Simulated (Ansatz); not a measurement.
The relaxed structure here is a generated cell of V: the first start was made by a random draw of sites in a space group, and the end was not matched to a known phase here, so it may be hypothetical. Known forms of V include space group No. 229.

One starting cell of V (a randomly generated symmetric cell of V (space group No. 15)) was relaxed twice with Ansatz (plane waves, PAW, scalar-relativistic): with r2SCAN at 500 eV and with PBE at 420 eV. The r2SCAN result:

```yaml
crystal:
  lattice:
    - [0.00000, 2.49489, 4.47049]
    - [1.20610, 0.00000, 4.47049]
    - [1.20610, 2.49489, 0.00000]
  atoms:
    - { symbol: V, position: [0.00000, 0.00000, 0.00000] }
    - { symbol: V, position: [0.25000, 0.25000, 0.25000] }
```

```csv
quantity,r2SCAN,PBE
space group,Fddd,Fddd
volume (Å³/atom),13.45,13.63
a (Å),2.412,2.454
b (Å),4.990,4.968
c (Å),8.941,8.944
"gap (eV, no spin-orbit coupling)",0.00,0.00
```

Both levels end in the same structure; PBE's volume is 1.3 % larger. Neither column is exact.

No spin polarisation in the result.

The run could not lose the symmetry of its start, so the end can be a saddle point.

Ansatz is a program for electronic structure.
